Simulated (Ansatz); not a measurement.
Frozen-phonon scan for SrTl (CsCl type)

Relaxed SrTl (CsCl type):

```yaml
crystal:
  lattice:
    - [7.89755, 0.00000, 0.00000]
    - [0.00000, 3.94878, 0.00000]
    - [0.00000, 0.00000, 3.94878]
  atoms:
    - { symbol: Sr, position: [0.00000, 0.00000, 0.00000] }
    - { symbol: Sr, position: [0.50000, 0.00000, 0.00000] }
    - { symbol: Tl, position: [0.25000, 0.50000, 0.50000] }
    - { symbol: Tl, position: [0.75000, 0.50000, 0.50000] }
```

A phonon eigenvector at X = (0.5, 0.0, 0.0) is frozen into this cell: atom i moves by Q times the vector below, so Q is the largest atomic displacement, in Å. The cell is held. (q is in reciprocal vectors of the primitive cell; the cell shown is doubled to hold the pattern.)

```
atom       x      y      z
----  ------  -----  -----
Tl3   -1.000  0.000  0.000
Tl4    1.000  0.000  0.000
```

Atoms not listed stay in place.

Calculation: LDA (plane waves to 420 eV, PAW, scalar-relativistic; Ansatz, a quantum-chemistry and plane-wave program). k mesh 6×12×12 (Γ-centred), Fermi-Dirac smearing 0.05 eV. Energies are smeared free energies. With partly filled bands, energies and forces of such displacements shift with the k mesh and the smearing. Spin-orbit coupling is left out, though Tl is heavy. SrTl was relaxed with its symmetry unable to fall. ΔE is measured from the undisplaced structure.

```json
[
 {"Q (Å)": "-0.180", "ΔE (meV/cell)": "53.1", "−dE/dQ from forces (eV/Å)": "0.689"},
 {"Q (Å)": "-0.150", "ΔE (meV/cell)": "34.8", "−dE/dQ from forces (eV/Å)": "0.529"},
 {"Q (Å)": "-0.120", "ΔE (meV/cell)": "21.1", "−dE/dQ from forces (eV/Å)": "0.389"},
 {"Q (Å)": "-0.090", "ΔE (meV/cell)": "11.3", "−dE/dQ from forces (eV/Å)": "0.270"},
 {"Q (Å)": "-0.060", "ΔE (meV/cell)": "4.8", "−dE/dQ from forces (eV/Å)": "0.167"},
 {"Q (Å)": "-0.030", "ΔE (meV/cell)": "1.1", "−dE/dQ from forces (eV/Å)": "0.078"},
 {"Q (Å)": "0.000", "ΔE (meV/cell)": "0.0", "−dE/dQ from forces (eV/Å)": "0.000"},
 {"Q (Å)": "0.030", "ΔE (meV/cell)": "1.1", "−dE/dQ from forces (eV/Å)": "-0.078"},
 {"Q (Å)": "0.060", "ΔE (meV/cell)": "4.8", "−dE/dQ from forces (eV/Å)": "-0.167"},
 {"Q (Å)": "0.090", "ΔE (meV/cell)": "11.3", "−dE/dQ from forces (eV/Å)": "-0.270"},
 {"Q (Å)": "0.120", "ΔE (meV/cell)": "21.1", "−dE/dQ from forces (eV/Å)": "-0.389"},
 {"Q (Å)": "0.150", "ΔE (meV/cell)": "34.8", "−dE/dQ from forces (eV/Å)": "-0.529"},
 {"Q (Å)": "0.180", "ΔE (meV/cell)": "53.1", "−dE/dQ from forces (eV/Å)": "-0.689"}
]
```

Read from the data:

| Item | Value |
|---|---|
| Energy at Q = 0.180 Å | 53.1 meV/cell |
| Space group of the distorted cell | P4/mmm (No. 123), lowered from Pm-3m |
| Symmetry of the curve | even: the same for both signs |
| Shape of the curve | a single well with its minimum at or next to zero displacement |
| Harmonic wavenumber from the curvature (finite differences) | 41 cm⁻¹ |
| Wavenumber by perturbation theory (DFPT, on another k mesh) | 41 cm⁻¹ |

The 13 points together took roughly 4 core-minutes.

(A displaced cell: forces are minus the slopes of the energy, force constants its curvatures, and phonons follow from these.)
